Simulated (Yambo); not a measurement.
G0W0@LDA for a free-standing WSe₂ monolayer (symmetry P-6m2, slab cell 16.3 Å high) in Yambo. Reference settings: 6×6×1 Γ-centred k mesh, bands 12 to 95 and a 6 Ry block in the screening, 95 bands in G with the Bruneval-Gonze terminator, plasmon pole fitted at 27.2 eV, slab-truncated Coulomb interaction, stochastic integration of W near q = 0. The LDA gap K → (0.167, 0.167) on this mesh is 1.70 eV; G0W0 gaps are taken between the same points.

Gap (K → (0.167, 0.167)) in eV against the number of bands and the screening block, terminator on:

| bands (W and G) | 3 Ry | 4 Ry | 5 Ry | 6 Ry |
|---|---|---|---|---|
| 32 | 2.342 | 2.359 | 2.372 | 2.391 |
| 44 | 2.296 | 2.317 | 2.329 | 2.347 |
| 58 | 2.288 | 2.311 | 2.322 | 2.339 |
| 77 | 2.288 | 2.313 | 2.322 | 2.338 |
| 95 | 2.290 | 2.317 | 2.325 | 2.341 |

Rough cost of the Yambo step against the reference (shared machines):

```json
[
 {"bands (W and G)": "32", "3 Ry": "1/4", "4 Ry": "1/4", "5 Ry": "1/4", "6 Ry": "1/3"},
 {"bands (W and G)": "44", "3 Ry": "1/3", "4 Ry": "1/3", "5 Ry": "1/3", "6 Ry": "1/2"},
 {"bands (W and G)": "58", "3 Ry": "1/3", "4 Ry": "1/3", "5 Ry": "1/2", "6 Ry": "~1"},
 {"bands (W and G)": "77", "3 Ry": "~1", "4 Ry": "~1", "5 Ry": "~1", "6 Ry": "~1"},
 {"bands (W and G)": "95", "3 Ry": "~1", "4 Ry": "~1", "5 Ry": "~1", "6 Ry": "1"}
]
```

At the largest block the last step in bands moves the gap by 0.003 eV; at the most bands the last step in the block moves it by 0.016 eV.

Spin-orbit coupling is left out, which matters for elements this heavy: edges can move by tenths of an eV.

The standard potential for Se keeps a d shell in the valence without the s and p states of that shell. In tests on such compounds this moved G0W0 gaps by up to about 0.9 eV, so absolute quasiparticle energies here are unreliable; differences between settings are what counts.

Geometry relaxed with LDA; primitive cell a = 3.2462 Å, b = 3.2462 Å, c = 16.3000 Å, α = 90.00°, β = 90.00°, γ = 120.00°.
